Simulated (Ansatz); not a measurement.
Hg:
```xyz
2
Lattice="0.0000 3.8308 3.8308 3.8308 0.0000 3.8308 3.8308 3.8308 0.0000" Properties=species:S:1:pos:R:3 pbc="T T T"
Hg     1.9154     1.9154     1.9154
Hg     0.0000     0.0000     0.0000
```

Relaxed with PBE. Special points in fractions of this cell's reciprocal vectors: Γ (0.000, 0.000, 0.000); X (0.500, 0.000, 0.500); U (0.625, 0.250, 0.625); K (0.375, 0.375, 0.750); L (0.500, 0.500, 0.500); W (0.500, 0.250, 0.750).

Q: List the band energies nearest the valence-band maximum at these points for the program Ansatz at the PBE with spin–orbit coupling level (PAW).

A: In eV from the valence-band maximum; about four levels below and three above (degenerate sets whole), none deeper than 8.9 eV; points with the same levels are listed once.

| k | below | above |
|---|---|---|
| Γ | -5.68 -5.68 0.00 0.00 | 2.40 2.40 3.81 3.81 3.81 3.81 |
| X | -3.56 -3.56 -3.56 -3.56 | 1.08 1.08 1.08 1.08 |
| U | -3.84 -3.84 -3.24 -3.24 | 0.36 0.36 1.42 1.42 |
| L | -4.51 -4.51 -2.64 -2.64 | 1.79 1.79 1.84 1.84 |
| W | -3.54 -3.54 -3.53 -3.53 | 0.49 0.49 0.83 0.83 |

Space group Fd-3m (diamond). The cell is a constructed one: a structure type filled with these elements; neither database checked (COD, Materials Project) lists it. It is not the usual solid phase (space group No. 166). The PBE relaxation kept the symmetry of its start; phonons on a q-mesh show weakly imaginary modes. The substance is a gas or liquid at ambient conditions.

Potentials: the later of the program's two PAW sets.
